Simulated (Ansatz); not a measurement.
Ge (diamond)

```xyz
2
Lattice="0.0000 2.8381 2.8381 2.8381 0.0000 2.8381 2.8381 2.8381 0.0000" Properties=species:S:1:pos:R:3 pbc="T T T"
Ge     2.8381     2.8381     2.8381
Ge     4.2571     4.2571     4.2571
```

The slice is a {111} plane (indices of the conventional cell) through the point (0.500, 0.500, 0.500) (fractional), spanned by u = [100] and v = [-1 2 0] in vectors of this cell: u (4.01 Å) and v (6.95 Å, at 90° to u). It covers one period; positions are fractions (u, v).

These are PBEsol (plane waves to 420 eV, PAW, scalar-relativistic; Ansatz, an electronic-structure program) values and carry that method's errors. k mesh 14×14×14. Inside the PAW spheres the values are not all-electron values, and peaks at nuclei hang on which shells count as valence. Ge was relaxed with its symmetry unable to fall.

### Question
Sketch the electrostatic potential energy of an electron, from the cell's mean on this plane as a map.

### Answer
```
v \ u   0.00  0.11  0.22   0.33   0.44   0.56   0.67  0.78  0.89
-----  -----  ----  ----  -----  -----  -----  -----  ----  ----
0.88       x     x   2.5    6.0    7.1    7.1    6.0   2.5     x
0.75   <-1.0  -0.7   4.0    6.2    6.6    6.6    6.2   4.0  -0.7
0.62       x     x   1.4  <-1.0      x      x   -1.0   1.4     x
0.50     4.8   4.5  -0.4      x      x      x      x  -0.4   4.5
0.38     7.2   6.7   4.7   -0.8      x      x   -0.8   4.7   6.7
0.25     6.6   6.5   5.4    1.9  <-1.0  <-1.0    1.9   5.4   6.5
0.12       x     x   1.3   -1.0      x      x  <-1.0   1.4     x
0.00       x     x     x    3.3    4.8    4.8    3.3     x     x
```

Values: electrostatic potential energy of an electron, from the cell's mean, in eV. Points within 1 Å of a nucleus are blanked (x), as the pseudised field means little there. Values under -1 eV are set to -1. The zero, the cell's mean, hangs on the PAW cores.
